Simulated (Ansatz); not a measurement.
Li:
```xyz
2
Lattice="3.0533 0.0000 0.0000 -1.5266 2.6442 0.0000 0.0000 0.0000 5.0031" Properties=species:S:1:pos:R:3 pbc="T T T"
Li     0.0000     1.7628     1.2508
Li     1.5266     0.8814     3.7524
```

Relaxed with PBEsol. Special points in fractions of this cell's reciprocal vectors: Γ (0.000, 0.000, 0.000); M (0.500, 0.000, 0.000); K (0.333, 0.333, 0.000); A (0.000, 0.000, 0.500); L (0.500, 0.000, 0.500); H (0.333, 0.333, 0.500).

Problem. List the band energies nearest the Fermi level at these points for PBEsol in the plane-wave PAW code Ansatz.

Solution. In eV from the Fermi level; about four levels below and three above (degenerate sets whole), none deeper than 8.9 eV; … stands for higher levels left out; points with the same levels are listed once.

```csv
k,below,above
Γ,-3.57 -0.04,2.90 12.56 12.56
M,-0.08,1.05 4.69 5.84
K,–,1.30 2.25 2.25
A,-2.46 -2.46,7.95 7.95 …
L,–,0.68 0.68 3.51 3.51
H,–,2.18 2.18 2.77 2.77
```

Space group P6_3/mmc (hcp (Mg type)). The first step of the workflow began from a Materials Project structure, measured or hypothetical; the Crystallography Open Database files this formula in space group No. 194, but the cells were not matched. It is not the phase usual at ambient conditions (space group No. 229). The cell was relaxed with PBEsol under the symmetry of its start; its stability against distortions is not shown here.

Potentials: the earlier of the program's two PAW sets. The files were generated under PBE; for other functionals the program regenerates the frozen cores, and for LDA and PBEsol the local potential too.
